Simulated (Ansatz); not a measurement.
One starting cell of TaSi2 (a generated cell, TaSi2 built in the CrSi2 structure type) was relaxed twice with Ansatz (plane waves, PAW, scalar-relativistic): with r2SCAN at 500 eV and with PBE at 420 eV. The r2SCAN result:

TaSi2 is modelled in the hexagonal space group P6₂22 (No. 180), Pearson symbol hP9. Lattice parameters: a = b = 4.776 Å, c = 6.563 Å, α = β = 90.00°, γ = 120.00°. Ta on 3c sees 10 Si at 2.605–2.826 Å and 4 Ta at 3.239 Å. Si on 6i is coordinated by 5 Ta at 2.605–2.826 Å. (Neighbours: up to the widest gap in distance over summed covalent radii, below 1.35, at either atom; cation-cation and far metal-metal contacts left out.)

```tsv
quantity	r2SCAN	PBE
space group	P6₂22	P6₂22
volume (Å³/atom)	14.40	___
a (Å)	4.776	___
c (Å)	6.563	___
gap (eV, no spin-orbit coupling)	0.00	___
```

Task: Fill in the PBE column.

Result: 
- volume (Å³/atom), PBE: 14.66
- a (Å), PBE: 4.803
- c (Å), PBE: 6.603
- gap (eV, no spin-orbit coupling), PBE: 0.00

Both levels end in the same structure; PBE's volume is 1.8 % larger. Neither column is exact.

No spin polarisation in the result. The relaxed primitive cell holds an odd number of electrons. A magnetic state may lie lower.

The run could not lose the symmetry of its start.

The first start was generated by placing the elements on the sites of a structure type. A measured structure of TaSi2 has the same space group, P6₂22 (No. 180); the sites were not compared with it. Another known form has space group No. 181.

Ansatz is an electronic-structure program.
